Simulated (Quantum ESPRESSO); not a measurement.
```
PbI2
1.0
    4.54072     0.00000     0.00000
   -2.27036     3.93238     0.00000
    0.00000     0.00000    16.70000
I Pb
2 1
Direct
  0.33333   0.66667   0.11094
  0.66667   0.33333   0.88906
  0.00000   0.00000   0.00000
```

The layer was built from a prototype structure and relaxed with PBEsol in a cell 16.7 Å high, with the Coulomb interaction truncated along z.

**Question.** What does PBEsol (Quantum ESPRESSO, PseudoDojo norm-conserving, 70 Ry, no spin-orbit coupling) give for the electronic structure near the Fermi level?

**Answer.** The PBEsol gap is indirect, 2.44 eV, from 70 % of the way from K to Γ to Γ; the smallest direct gap is 2.81 eV. The valence-band maximum lies 6.30 eV below the vacuum level. Spin-orbit coupling is left out; with 6p states at a band edge it can lower the gap by many tenths of an eV, most of a small gap.
